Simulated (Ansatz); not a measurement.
**SnSe: Sn interstitial**

The calculation used Ansatz, DFT PBE, scalar-relativistic, plane waves, PAW. (420 eV cutoff, 2×2×2 k-mesh, Gaussian smearing of 0.01 eV, no spin polarisation)

Host crystal, relaxed:

```
Sn Se
1.0
    11.78476    0.00000    0.00000
     0.00000    4.20539    0.00000
     0.00000    0.00000    4.56728
Sn Se
4 4
Cartesian
  7.3205 3.1540 1.7520
  10.3566 1.0513 4.0357
  4.4643 1.0513 2.8153
  1.4281 3.1540 0.5316
  1.7106 1.0513 2.3929
  7.6029 1.0513 4.4581
  4.1818 3.1540 0.1092
  10.0742 3.1540 2.1744
```

Supercell of 32 atoms, rows in host cell vectors: 0 0 2; 0 2 -1; -1 0 0. Atoms relax at the host's cell, keeping the symmetry that the supercell leaves at the site. The cell is small, so energies carry finite-size errors of tenths of an eV. The host's Kohn–Sham gap is 0.62 eV.

Defect: Sn interstitial at (0.250, 0.250, 0.050) of the host cell, charge 0.

Q: Give the relaxed supercell.

A:
```
Sn Se
1.0
     0.00000    0.00000    9.13456
     0.00000    8.41079   -4.56728
   -11.78476    0.00000    0.00000
Sn Se
17 16
Direct
  0.34351 0.37582 0.39699
  0.87562 0.37616 0.37543
  0.62446 0.87384 0.37543
  0.09269 0.87418 0.39699
  0.49493 0.12500 0.11804
  0.98535 0.12500 0.11279
  0.74162 0.61965 0.12682
  0.24697 0.63035 0.12682
  0.41543 0.12500 0.58681
  0.84784 0.12500 0.60191
  0.60983 0.61725 0.60955
  0.11758 0.63275 0.60955
  0.29223 0.43095 0.93076
  0.74980 0.37982 0.87259
  0.49499 0.87018 0.87259
  0.98628 0.81905 0.93076
  0.13999 0.12500 0.78666
  0.41477 0.12500 0.88333
  0.82383 0.12500 0.83996
  0.60329 0.62303 0.84462
  0.10527 0.62697 0.84462
  0.54534 0.12500 0.36615
  0.02541 0.12500 0.34454
  0.78154 0.61996 0.35791
  0.28658 0.63004 0.35791
  0.18560 0.37723 0.62118
  0.71773 0.38331 0.63664
  0.45943 0.86669 0.63664
  0.93337 0.87277 0.62118
  0.41413 0.37413 0.14314
  0.91040 0.37871 0.13927
  0.65669 0.87129 0.13927
  0.16501 0.87587 0.14314
```
Around the defect: 1 Se at 2.76 Å, 1 Se at 2.96 Å, 2 Se at 2.97 Å. The run ended with a moment of 0.00 μB (no spin polarisation).